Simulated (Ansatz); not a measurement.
**What moves the field gradients of Y5Tl3?**

Cell of run 1: a computed structure from the Materials Project (it need not be an observed phase), atoms as given.

Space group P6_3/mcm (No. 193); a = 8.9998, c = 6.6962 Å, γ = 120.00°.

```csv
site,Wyckoff,site symmetry,x,y,z
Y1,4d,3.2,0.6667,0.3333,0.0000
Y5,6g,m2m,0.7616,0.7616,0.7500
Tl,6g,m2m,0.4015,0.4015,0.7500
```

One atom of each set is listed.

All runs are DFT with Ansatz 0.2.0 (plane waves and PAW, scalar-relativistic unless spin–orbit coupling is named, Γ-centred meshes, Fermi–Dirac smearing where given) in this cell.

Run 1: r2SCAN, atoms as given; 500 eV, 5×5×5 k-points, smearing 0.05 eV.
Run 2: PBE with spin–orbit coupling, atoms as given; 420 eV, 5×5×5 k-points, smearing 0.05 eV.
Run 3: PBE, atoms as given; 550 eV, 5×5×5 k-points, smearing 0.05 eV.

| run | Y1 V_zz (η) | Y5 V_zz (η) | Tl V_zz (η) |
| --- | --- | --- | --- |
| 1 | -2.89 (0.00) | -5.76 (0.25) | 39.0 (0.12) |
| 2 | ? | ? | ? |
| 3 | -2.88 (0.00) | -5.59 (0.24) | 34.5 (0.16) |

V_zz in 10²¹ V/m².

(1) Estimate the row of run 2.

Answers

(1) Y1: -2.79 (0.00); Y5: -5.35 (0.27); Tl: 32.7 (0.19). It lies nearest to run 3, from whose tensors on these sites it differs by 1.74 at most (largest principal value of the difference, on Tl).

In runs 1, 2, 3 there is no gap above 0.1 eV, so the gradients can move by 10 % or more with the k-mesh.
